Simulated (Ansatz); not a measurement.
**Time and memory for MgMnRe2H2O10**

```yaml
crystal:
  lattice:
    - [7.5709527173, -2.877291523, 0.0]
    - [7.5709527173, 2.877291523, 0.0]
    - [-1.9499828082, 0.0, 5.667397141]
  atoms:
    - { symbol: Mg, position: [0.5, 0.5, 0.5] }
    - { symbol: Mn, position: [0.5, 0.5, 0.0], spin: 5.0 }
    - { symbol: Re, position: [0.8573135, 0.8573135, 0.180556] }
    - { symbol: Re, position: [0.1426865, 0.1426865, 0.819444] }
    - { symbol: H, position: [0.658193, 0.658193, 0.377582] }
    - { symbol: H, position: [0.341807, 0.341807, 0.622418] }
    - { symbol: O, position: [0.677131, 0.181702, 0.216912] }
    - { symbol: O, position: [0.181702, 0.677131, 0.216912] }
    - { symbol: O, position: [0.322869, 0.818298, 0.783088] }
    - { symbol: O, position: [0.818298, 0.322869, 0.783088] }
    - { symbol: O, position: [0.8012005, 0.8012005, 0.389718] }
    - { symbol: O, position: [0.1987995, 0.1987995, 0.610282] }
    - { symbol: O, position: [0.7750145, 0.7750145, 0.901139] }
    - { symbol: O, position: [0.2249855, 0.2249855, 0.098861] }
    - { symbol: O, position: [0.590354, 0.590354, 0.327859] }
    - { symbol: O, position: [0.409646, 0.409646, 0.672141] }
magnetization:
  spin_polarized: true
kpoints:
  mp_grid: { grid: [4, 4, 4] }
scf:
  occupations: { method: fermi_dirac, width: 0.02 }
hamiltonian:
  xc: r2scan
  pseudopotentials: { kind: paw }
output:
  forces: true
  stress: true
  populations: true
  efg:
    quadrupole_moments_barn: { Mg: 0.1994, Mn: 0.33, Re: 2.18, H: 0.00285783, O: -0.02558 }
    contact_densities: true
```

```sh
ansatz run input.yaml --threads 1 --pin off --max-ram 3072MiB --backend cpu --events-out ev --progress --plain --runs-dir out
```

It runs on 1 thread of Arm Neoverse V2 (aarch64; 28 cores open to the job, memory cap 3.0 GiB, no GPU), a shared host with a load of 0.9 a core.

(1) How much time and memory should be set aside?

Answers

(1) About 4.5 min of wall time (4.5 min of CPU time) and 1.7 GiB. The run holds 117 valence electrons in 77 bands, about 6273 plane waves a k-point and 24 irreducible k-points, and took 16 SCF iterations. Times on a shared host vary by tens of per cent.
